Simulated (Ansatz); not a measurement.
## Structure relaxation, Mg(AlC)$_{2}$

The start is a relaxed Mg(AlC)2 cell, doubled along one cell vector, shaken by Gaussian noise of σ = 0.08 Å a coordinate. The structure is fully relaxed (lattice and positions, P = 0) with r2SCAN (plane waves to 500 eV, PAW, scalar-relativistic; Ansatz, a first-principles code). The first steps use a coarse 8×8×2 k-mesh.

The start:
```yaml
crystal:
  lattice:
    - [3.37264, 0.00000, 0.00000]
    - [-1.68632, 2.92079, 0.00000]
    - [0.00000, 0.00000, 11.56948]
  atoms:
    - { symbol: Mg, position: [0.00585, 0.01154, 0.00277] }
    - { symbol: Mg, position: [0.96563, 0.94860, 0.49673] }
    - { symbol: Al, position: [0.67876, 0.32242, 0.17898] }
    - { symbol: Al, position: [0.68840, 0.38300, 0.68115] }
    - { symbol: Al, position: [0.28403, 0.63208, 0.31204] }
    - { symbol: Al, position: [0.33637, 0.63029, 0.82476] }
    - { symbol: C, position: [0.31579, 0.69738, 0.13837] }
    - { symbol: C, position: [0.32188, 0.67464, 0.63658] }
    - { symbol: C, position: [0.65129, 0.29903, 0.36937] }
    - { symbol: C, position: [0.61783, 0.33477, 0.85155] }
```

```yaml
initial_pressure: "+6.6 GPa (positive: the cell is compressed)"
energy_released: 0.19 eV/atom
relative_to_the_parent: The parent structure is recovered, P-3m1 (No. 164)
Shortest distances (start → end): "The closest pairs of elements (up to four, under 3.6 Å), start → end: Al–C 1.71 → 2.00 Å; Al–Al 2.34 → 2.60 Å; C–Mg 2.40 → 2.50 Å; Al–Mg 2.70 → 2.81 Å"
band_gap_at_the_end: 2.13 eV, indirect (valence top at k = (0.0909, 0.0909, 0), conduction bottom at k = (0, 0.4545, -0.3333)) (no spin-orbit coupling)
optimiser_moves: 5
```

It ends as:

Space group P-3m1 (No. 164); a = 3.3728 Å, b = 3.3728 Å, c = 5.7842 Å, α = 90.00°, β = 90.00°, γ = 120.00°

```json
[
 {"atom": "Mg", "site": "1b", "symmetry": "-3m.", "x": "0.0000", "y": "0.0000", "z": "0.5000"},
 {"atom": "Al", "site": "2d", "symmetry": "3m.", "x": "0.3333", "y": "0.6667", "z": "0.1495"},
 {"atom": "C", "site": "2d", "symmetry": "3m.", "x": "0.6667", "y": "0.3333", "z": "0.2296"}
]
```

Final values are on a 11×11×6 k-mesh of the relaxed cell. No spin polarisation in the result.

The cell that was disturbed is our relaxation of an entry of Materials Project.
